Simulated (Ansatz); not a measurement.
Sn₂GeTe₃:
```yaml
crystal:
  lattice:
    - [4.35147, 0.00000, 0.00000]
    - [-2.17574, 3.76848, 0.00000]
    - [0.00000, 0.00000, 10.68643]
  atoms:
    - { symbol: Sn, position: [0.33333, 0.66667, 0.82559] }
    - { symbol: Sn, position: [0.66667, 0.33333, 0.17441] }
    - { symbol: Ge, position: [0.00000, 0.00000, 0.50000] }
    - { symbol: Te, position: [0.33333, 0.66667, 0.34918] }
    - { symbol: Te, position: [0.66667, 0.33333, 0.65082] }
    - { symbol: Te, position: [0.00000, 0.00000, 0.00000] }
```

Relaxed with PBEsol. Special points in fractions of this cell's reciprocal vectors: Γ (0.000, 0.000, 0.000); M (0.500, 0.000, 0.000); K (0.333, 0.333, 0.000); A (0.000, 0.000, 0.500); L (0.500, 0.000, 0.500); H (0.333, 0.333, 0.500).

Problem. List the band energies nearest the Fermi level at these points for plane-wave PAW PBEsol (Ansatz code).

Solution. In eV from the Fermi level; about four levels below and three above (degenerate sets whole), none deeper than 8.9 eV; points with the same levels are listed once.

```json
[
 {"k": "Γ", "below": "-1.89 -1.89 -0.95 -0.39", "above": "0.67 0.67 0.98"},
 {"k": "M", "below": "-2.75 -2.51 -2.00 -1.77", "above": "1.54 1.58 1.64"},
 {"k": "K", "below": "-2.92 -2.92 -2.33 -2.33 -2.31", "above": "2.16 2.17 2.17"},
 {"k": "A", "below": "-1.77 -1.77 -1.05 -0.02", "above": "0.02 0.22 0.22"},
 {"k": "L", "below": "-1.77 -1.76 -0.05 -0.02", "above": "0.20 0.23 2.83"},
 {"k": "H", "below": "-4.26 -4.26 -1.00 -0.82 -0.82", "above": "0.51 0.57 0.57"}
]
```

Space group P-3m1. The first step of the workflow began from a Materials Project structure, measured or hypothetical; the Crystallography Open Database copy checked does not list it. Its standing as an ambient phase is unchecked. The cell was relaxed with PBEsol under the symmetry of its start; of distortions, only those at the zone centre were tested, and some modes there are weakly imaginary. The Fermi level of a semimetal is unsure by some 0.05 eV on such meshes. Scalar-relativistic: spin–orbit coupling is off unless named, which matters more the heavier the elements.

Potentials: the later of the program's two PAW sets.
